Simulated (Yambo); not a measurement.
TlBr (CsCl type, space group Pm-3m, No. 221) under isotropic strain of -3 % on all lattice vectors; a = 3.7963 Å, b = 3.7963 Å, c = 3.7963 Å, α = 90.00°, β = 90.00°, γ = 90.00°. With the G0W0 scissor the direct gap on the mesh is 2.91 eV.

Task: Can the lowest exciton of this BSE run be trusted, and with what binding energy? (Yambo, PBE bands; 8×8×8 mesh, 3 valence and 5 conduction bands, static screening with 41 bands and a 4 Ry block, scissor 1.48 eV, Tamm-Dancoff.)

Result: No. The lowest state covers only about 3 of the 512 k points, so the mesh doesn't resolve it: its energy and its distance from the direct gap are mesh artefacts. An extended exciton needs a far denser mesh. The scissor comes from a G0W0 run whose convergence isn't established. Spin-orbit coupling is left out; with 6p states at a band edge it can lower the gap by many tenths of an eV, most of a small gap.

Geometry strained from the cell relaxed with PBEsol, atoms relaxed again.

The potentials are those of PseudoDojo's stringent table.
